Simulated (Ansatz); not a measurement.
# Zone-centre phonons of MgCdHg: input and output

All numbers below come from DFT PBE, scalar-relativistic, plane waves, PAW in Ansatz.

It can be run as:
```bash
ansatz run input.yaml --threads 1 --pin off --backend cpu --events-out ev --progress --plain --runs-dir out  # memory cap (--max-ram) not shown
```

Input (bare energies are in eV):
```yaml
crystal:
  lattice:
    - [-1.9380192961, 1.9380192961, 4.4634983068]
    - [1.9380192961, -1.9380192961, 4.4634983068]
    - [1.9380192961, 1.9380192961, -4.4634983068]
  atoms:
    - { symbol: Mg, position: [0.6653676394, 0.6653676394, 0.0] }
    - { symbol: Cd, position: [0.3340052156, 0.3340052156, 0.0] }
    - { symbol: Hg, position: [0.000627135, 0.000627135, 0.0] }
basis:
  ecutwfc: 420
kpoints:
  mp_grid: { grid: [14, 14, 14] }
hamiltonian:
  xc: pbe
scf:
  occupations: { method: fermi_dirac, width: 0.15 }
output:
  eigenvalues: true
phonons:
  method: dfpt
  eigenvectors: true
```

Results section of the output:
```
--- Phonons (Γ-DFPT): 6 representative perturbations + reference, on 428 of 2744 k-points (Σ response iterations 22) ---
  k mesh reduced under 4 symmetry operations, with k and −k counted as one. Each operation leaves every solved displacement unchanged or reverses it
  ASR residual: 9.080e-5 → 0.000e0 eV/Å²; symmetrization residual: 5.981e-6 eV/Å²
  ASR residual per site (eV/Å²): 4.35e-6 7.87e-5 9.08e-5
  Γ frequencies (cm⁻¹): 0.00 0.00 0.00 67.61 67.61 109.41 134.91 134.91 203.51
  non-analytic LO–TO correction: not included (Born effective charges unavailable; polar crystals: no LO–TO splitting at Γ)
```

The cell was built by swapping an element in a database structure (itself possibly hypothetical) and relaxing; it need not be the stable form of this composition. In a metal, frequencies and elastic constants depend on the k mesh and the smearing, soft modes and shear constants most. Spin–orbit coupling is left out, which can shift energies with elements as heavy as these.